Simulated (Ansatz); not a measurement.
Space group P6_3/mmc (No. 194). a = 3.271 Å, b = 3.271 Å, c = 13.221 Å, α = 90.00°, β = 90.00°, γ = 120.00°
```json
{"atom": "W", "site": "2c", "symmetry": "-6m2", "x": "0.3333", "y": "0.6667", "z": "0.2500"}
{"atom": "Se", "site": "4f", "symmetry": "3m.", "x": "0.3333", "y": "0.6667", "z": "0.6234"}
```

Equation of state of this WSe2 structure (not necessarily the ground state), with shape and atoms relaxed at each volume where symmetry leaves them free. Theory: DFT PBEsol, scalar-relativistic, plane waves, PAW (Ansatz 0.2.0).

Settings: cutoff 420 eV, Γ-centred mesh 12×12×2 on the computed 6-atom cell, Gaussian smearing of 0.02 eV; no spin polarisation.

```csv
V (Å³/atom),E − E(largest V) (meV/atom),P (GPa),gap on mesh (eV)
19.194,4.97,2.54,0.81
19.806,-1.54,0.97,0.92
20.419,-3.25,0.03,1.04
21.032,-2.22,-0.45,1.16
21.644,0.00,-0.61,1.29
```

Q: Fit a third-order Birch–Murnaghan equation to E(V).

A: V0 = 20.43 Å³/atom, B0 = 23 GPa, B0' = 20.9. B0' is unusual or poorly fixed by this range. Weakly bound parts are held here without a dispersion correction, so V0, B0 and B0' are rough as values of the real crystal.

Spin-orbit coupling is left out, which matters for the bands of heavy elements. The cell holds layers, and where no dispersion correction was added their binding is poorly described.

The gaps are read on the mesh, which can miss the band edges, so they can be too wide.